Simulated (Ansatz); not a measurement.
Al2C: stable or not

The cell was found from a structure generator's guess, not taken from experiment.

All numbers below come from DFT PBE, scalar-relativistic, plane waves, PAW in Ansatz. Cutoff 420 eV, Γ-centred 18×18×10 mesh (3-atom cell), Gaussian smearing of 0.10 eV, no spin polarisation.

```
Al C
1.0
     3.09462    0.00000    0.00000
    -1.54731    2.68002    0.00000
     0.00000    0.00000    4.49310
Al C
2 1
Direct
  0.33333 0.66667 0.23249
  0.66667 0.33333 0.76751
  0.00000 0.00000 0.00000
```

The zero of energy is the elements' standard structures at the same level; no fitted shifts are applied.

Question: These tests were run: energy against the elements; phonons on a 3×3×2 q mesh; elastic tensor. What do they show?

Answer:

| test | result |
| --- | --- |
| energy against the elements | +0.02 eV/atom |
| phonons on a 3×3×2 q mesh | no imaginary mode on the mesh |
| elastic tensor | least eigenvalue 52 GPa |

It fails none of these tests outright. Whether a mixture of other phases lies lower isn't tested here. Undecided within the accuracy: energy against the elements.

For metals, differences of a few meV/atom aren't resolved. The reference form of C is held partly by dispersion forces, which this level lacks. The run for the phonons used an 18×18×10 k mesh and Fermi–Dirac smearing of 0.15 eV. The run for the elastic tensor used an 18×18×10 k mesh and Fermi–Dirac smearing of 0.15 eV.
